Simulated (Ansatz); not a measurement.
Relaxed candidate structures of LuSb:

A. Fm-3m (No. 225), cF8, rock salt type; a = b = c = 5.9962 Å, α = β = γ = 90.00°; Lu 4a (0.000, 0.000, 0.000); Sb 4b (0.500, 0.500, 0.500)

B. F-43m (No. 216), cF8, zinc blende type; a = b = c = 6.743 Å, α = β = γ = 90.00°; Sb 4d (0.750, 0.750, 0.750); Lu 4a (0.000, 0.000, 0.000)

Task: Rank these by energy per atom (lowest first), as PBEsol (plane waves to 420 eV, PAW, scalar-relativistic; Ansatz, a quantum-chemistry and plane-wave program) gives it.

Result: A (reference, the lowest among the structures calculated here), B (+0.60 eV/atom)

Task: Which candidates are metallic at this level, and what gaps do the others have?

Result: No gap: A. B: 1.45 eV (no spin-orbit coupling).

Each run could gain symmetry but not lose that of its start, so entries can be saddle points. From databases, or of a type measured for this composition: Fm-3m, cF8, rock salt type; the others are generated cells (placed on structure types, drawn at random, substituted or restacked) that were not matched to a known phase here. Static energies at zero pressure. The runs use different k-meshes, so differences are rounded accordingly. No spin polarisation in the result. Without spin-orbit coupling the bands of the heavy element are not split, so the gap can be far off.
